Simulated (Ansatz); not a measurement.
Formation energy of AuCu3-type LaMn3

Method: PBE, scalar-relativistic; collinear spin; PAW, 420 eV, 8×8×8 k-mesh, Gaussian smearing of 0.05 eV; code Ansatz. The datasets are Ansatz's generated set soft_2.

The cell came from substitution into a structure type; no database entry of this phase was matched, which doesn't show that none exists.

It takes space group Pm-3m (No. 221, cubic). The conventional cell has a = 4.165 Å, b = 4.165 Å, c = 4.165 Å, α = 90.00°, β = 90.00°, γ = 90.00°. Around La (site symmetry m-3m) lie 12 Mn at 2.94 Å. Mn (site symmetry 4/mmm) has 4 La at 2.94 Å and 8 Mn at 2.94 Å as nearest neighbours. (Neighbours are counted to 15 % beyond the shortest distance.)

The elements were computed in their standard states with the same datasets, cutoff and functional. The compound's run is ferromagnetic, with site spin moments La -0.15; Mn 3.24 μB. Absolute energies hang on the potentials; compare differences alone.

Energy of the relaxed cell (4 atoms, smearing extrapolated to zero): -17944.612 eV. Elements, in eV/atom: La -6250.096, Mn -3898.849.

Q: What is the formation energy?

A: [-17944.612 − (1 × -6250.096 + 3 × -3898.849)] / 4 = 0.51 eV/atom, or 49 kJ per mole of atoms.

The value is for 0 K, without zero-point energy. A positive value means that this structure is unstable even against the elements at this level.

Scalar-relativistic only: spin–orbit splittings of the heavy atoms' levels are missing. The run wasn't fully tested for a lower electronic state. Site moments are of spin, integrated over atomic spheres. The moments were started parallel, and the real magnetic order may be another.
